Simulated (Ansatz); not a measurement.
# YS (Fm-3m): from strained cells to moduli

```
CELL_PARAMETERS angstrom
0.00000 2.73062 2.73062
2.73062 0.00000 2.73062
2.73062 2.73062 0.00000
ATOMIC_POSITIONS crystal
Y 0.50000 0.50000 0.50000
S 0.00000 0.00000 0.00000
```

The conventional cell has a = 5.461 Å, b = 5.461 Å, c = 5.461 Å, α = 90.00°, β = 90.00°, γ = 90.00°. Around Y (atom 1) lie 6 S at 2.73 Å. S (atom 2) is surrounded by 6 Y at 2.73 Å.

Level of theory, where no other is named: PBEsol, all-electron LAPW in Ansatz 0.2.0, scalar-relativistic. k mesh 14×14×14, Fermi-Dirac smearing of 0.100 eV, basis error target 1 meV/atom. The cell was relaxed by PAW under this functional.

The cell is cubic and carries a residual pressure of -0.03 GPa at this level. Each strain component that symmetry leaves independent is applied at ±0.005, the ions relax wherever a strain frees them, and the stress (tension positive, GPa) is read. Shears are engineering strains, γ = 2ε.

| strain | size | σxx | σyy | σzz | σyz | σxz | σxy |
| --- | --- | --- | --- | --- | --- | --- | --- |
| xx | -0.005 | -1.2991 | -0.0996 | -0.0996 | 0.0000 | 0.0000 | 0.0000 |
| xx | +0.005 | 1.2784 | 0.1571 | 0.1571 | 0.0000 | 0.0000 | 0.0000 |
| yz | -0.005 | 0.0296 | 0.0288 | 0.0288 | -0.1213 | 0.0000 | 0.0000 |
| yz | +0.005 | 0.0296 | 0.0288 | 0.0288 | 0.1213 | 0.0000 | 0.0000 |

A central difference gives one constant, for example C11 ≈ (1.2784 − (-1.2991))/(0.01) = 257.7 GPa; the program then imposes the crystal's symmetry on the whole matrix.

What are the independent elastic constants?

C11 = 257.7, C12 = 25.7, C44 = 24.3 GPa.

Do they meet the Born conditions?

C11 − C12 = 232.1, C11 + 2C12 = 309.1 and C44 = 24.3 GPa must all be positive, so the crystal is elastically stable; that says nothing yet of its phonons.

What moduli does a random aggregate of grains have?

B = (C11 + 2C12)/3 = 103.0 GPa. G_V = (C11 − C12 + 3C44)/5 = 61.0 and G_R = 5(C11 − C12)C44/(4C44 + 3(C11 − C12)) = 35.5, so G_H = 48.2 GPa. Then E = 9BG/(3B + G) = 125.1 GPa, ν = (3B − 2G)/(6B + 2G) = 0.298 and B/G = 2.14, on the ductile side of Pugh's 1.75 (a rule of thumb).

With the density of 4.933 g/cm³, how fast does sound travel, and what Debye temperature follows?

```json
{"direction": "[100]", "slow (m/s)": "2217", "middle (m/s)": "2217", "fast (m/s)": "7228"}
{"direction": "[110]", "slow (m/s)": "2217", "middle (m/s)": "4850", "fast (m/s)": "5800"}
{"direction": "[111]", "slow (m/s)": "4162", "middle (m/s)": "4162", "fast (m/s)": "5239"}
```

The mean of v⁻³ over directions and branches gives v_m = 3257 m/s and θ_D = (ħ/k_B) v_m (6π²n)^(1/3) = 355 K, n being atoms per volume. Young's modulus spans 67 to 253 GPa over directions, and the universal anisotropy index is 3.59.

How far do the constants move if PAW replaces LAPW in the same cell?

```
constant  LAPW (GPa)  PAW (GPa)  difference
     C11       257.7      257.6        -0.1
     C12        25.7       25.7         0.0
     C44        24.3       24.2        -0.1
```

How do the constants change if the ions are clamped to the homogeneous strain?

None moves by more than 0.3 GPa: by symmetry a homogeneous strain puts no force on these sites.

What happens at 20 GPa (cell relaxed there)?

The volume falls to 0.8669 of its value, and C11 = 464.1, C12 = 42.8, C44 = 22.3 GPa (slopes of the stress), in this structure whether or not another phase takes over.

Caveats: responses of metals move with mesh and smearing; the frozen-core PAW files of the compared runs were fitted under PBE, their cores solved anew for this functional.
